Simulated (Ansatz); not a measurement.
## From the elastic tensor of Be3Se2S to moduli and sound speeds

These are results of Ansatz, DFT PBE, scalar-relativistic, plane waves, PAW, not measurements. Cutoff 420 eV, 8×8×8 k-points (Γ-centred), fixed occupations. No spin polarisation.

Space group Imm2 (No. 44), orthorhombic, a = 3.591 Å, b = 10.771 Å, c = 5.074 Å. Be on a site of symmetry m is surrounded by 1 S at 2.11 Å and 3 Se at 2.23–2.24 Å; Be on a site of symmetry mm2 is surrounded by 2 S at 2.15 Å and 2 Se at 2.24 Å; Se is surrounded by 4 Be at 2.23–2.24 Å; S is surrounded by 4 Be at 2.11–2.15 Å.

The cell was found from a proposed guess, not taken from experiment.

Relaxed-ion constants (GPa, on the Cartesian axes of the calculation):
C11 = 165.6, C12 = 23.4, C13 = 52.4, C22 = 165.8, C23 = 52.6, C33 = 136.1, C44 = 71.0, C55 = 70.7, C66 = 42.0 GPa; the others vanish.

Density 3.673 g/cm³; 6 atoms in 98.11 Å³.

With S = C⁻¹: B_V = (C11+C22+C33+2(C12+C13+C23))/9, G_V = (C11+C22+C33−C12−C13−C23+3(C44+C55+C66))/15, 1/B_R = S11+S22+S33+2(S12+S13+S23), 15/G_R = 4(S11+S22+S33−S12−S13−S23)+3(S44+S55+S66); Hill is their mean. Then v_l = √((B+4G/3)/ρ), v_t = √(G/ρ), v_m = [(2/v_t³+1/v_l³)/3]^(−1/3) and Θ = (ħ/k_B)·v_m·(6π²n/V)^(1/3) for n atoms in the volume V; E = 9BG/(3B+G), ν = (3B−2G)/(2(3B+G)) and A^U = 5G_V/G_R + B_V/B_R − 6.

```json
{
  "Bulk modulus, Voigt / Reuss / Hill": "80.5 / 80.5 / 80.5 GPa",
  "Shear modulus, Voigt / Reuss / Hill": "59.4 / 55.6 / 57.5 GPa",
  "Young's modulus": "139 GPa",
  "Poisson ratio": "0.212",
  "Pugh ratio B/G": "1.40 (under 1.75, the rule of thumb for brittle)",
  "Universal anisotropy index": "0.34",
  "Longitudinal and transverse sound speeds": "6540 and 3956 m/s",
  "Debye temperature from the mean sound speed": "513 K"
}
```
